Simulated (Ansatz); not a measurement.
HfN (rock salt, space group No. 225) at seven volumes, plane-wave PAW PBE (Ansatz code), scaled uniformly. One row is withheld.

| V (Å³/atom) | P (GPa) |
|---|---|
| 10.698 | 30.38 |
| 11.051 | 18.61 |
| 11.403 | 8.58 |
| 11.756 | 0.02 |
| 12.109 | -7.29 |
| 12.462 | ? |
| 12.814 | -18.85 |

Problem. Fit the shown pressures and predict the withheld one.

Solution. P = (3/2)B₀(x^(7/2) − x^(5/2))[1 + (3/4)(B′ − 4)(x − 1)] with x = (V₀/V)^(2/3). Least squares on the six rows gives V₀ = 11.757 Å³/atom, B₀ = 263 GPa, B′ = 4.27. At V = 12.462, x = 0.9619 and P = -13.53 GPa. The run itself gave -13.53 GPa.

Space group Fm-3m (rock salt). Symmetry was held in the PBE relaxation; of distortions, only those at the zone centre were tested. The run is not spin-polarised. Spin–orbit coupling is left out wherever it is not named.

Potentials: the later of the program's two PAW sets.
